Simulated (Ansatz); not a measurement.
Computed properties of Ni

Ni:
```
Ni
1.0
    2.45796     0.00000     0.00000
   -1.22898     2.12866     0.00000
    0.00000     0.00000     8.08618
Ni
4
Direct
  0.00000   0.00000   0.00000
  0.33333   0.66667   0.25000
  0.00000   0.00000   0.50000
  0.66667   0.33333   0.75000
```
The run is spin-polarised; directions of the spins, atom by atom: ↑ ↑ ↑ ↑.

Space group P6_3/mmc (No. 194), dhcp (α-La type); conventional cell a = b = 2.458 Å, c = 8.086 Å, α = β = 90.00°, γ = 120.00°.

Method: r²SCAN in the plane-wave PAW code Ansatz. The cell and atoms are relaxed at this level. Other levels are named where they apply.

### Cell and energy

```json
{
 "volume_per_atom": "10.58 Å³",
 "density": "9.21 g/cm³"
}
```

### Electronic structure

```json
{
 "electronic_character": "metallic (no gap)",
 "Density of states at the Fermi level": "1.2 states/eV per atom (mean over ±0.08 eV)"
}
```

### Magnetism

```json
{
  "magnetic_order": "ferromagnetic",
  "net_moment": "0.72 μB per atom"
}
```

The start of the workflow was typed in or built on a structure type; the Crystallography Open Database files this formula in space group No. 194, but the cells were not matched. It is not the phase usual at ambient conditions (space group No. 225). Symmetry was held in the r²SCAN relaxation; whether a distortion lowers the energy is not shown. Spin order of the final state: ferromagnetic, chosen from 3 collinear starts compared on coarse meshes (ties went to the first, and starts can fall back to one state), not a proven ground state. For itinerant 3d metals, meta-GGAs of the SCAN family and hybrids are commonly reported to give too large moments. Axis ratios of metals converge slowly with the k-mesh, so a and c are less sure than the volume.

Potentials: the earlier of the program's two PAW sets.
